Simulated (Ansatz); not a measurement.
Ta₃Ga₂:
```
CELL_PARAMETERS angstrom
      6.85455     0.00000     0.00000
      0.00000     6.85455     0.00000
      0.00000     0.00000     3.49509
ATOMIC_POSITIONS crystal
  Ta 0.67533 0.82467 0.50000
  Ta 0.32467 0.17533 0.50000
  Ta 0.17533 0.67533 0.50000
  Ta 0.82467 0.32467 0.50000
  Ta 0.50000 0.50000 0.00000
  Ta 0.00000 0.00000 0.00000
  Ga 0.62565 0.12565 0.00000
  Ga 0.37435 0.87435 0.00000
  Ga 0.87435 0.62565 0.00000
  Ga 0.12565 0.37435 0.00000
```

Relaxed with r²SCAN. Special points in fractions of this cell's reciprocal vectors: Γ (0.000, 0.000, 0.000); X (0.000, 0.500, 0.000); M (0.500, 0.500, 0.000); Z (0.000, 0.000, 0.500); R (0.000, 0.500, 0.500); A (0.500, 0.500, 0.500).

Q: List the band energies nearest the Fermi level at these points for r²SCAN (plane waves, PAW; program Ansatz).

A: In eV from the Fermi level; about four levels below and three above (degenerate sets whole), none deeper than 8.9 eV; points with the same levels are listed once.

```
k                          below                above
-  -----------------------------  -------------------
Γ  -1.48 -1.48 -1.05 -1.05 -0.85       0.13 0.50 0.71
X        -1.49 -1.49 -0.37 -0.37  0.04 0.04 0.48 0.48
M        -0.47 -0.47 -0.17 -0.17  1.33 1.33 1.82 1.82
Z        -0.06 -0.06 -0.06 -0.06       0.04 0.19 1.16
R        -1.32 -1.32 -0.75 -0.75  1.96 1.96 2.16 2.16
A        -1.48 -1.48 -1.44 -1.44  2.21 2.21 3.11 3.11
```

Space group P4/mbm. The workflow started from a Materials Project entry (that database holds measured and hypothetical structures alike); the Crystallography Open Database copy checked does not list it. Whether it is the stable phase at ambient conditions was not checked. Symmetry was held in the r²SCAN relaxation; whether a distortion lowers the energy is not shown. The run is not spin-polarised. Spin–orbit coupling is left out wherever it is not named.

Potentials: the later of the program's two PAW sets.
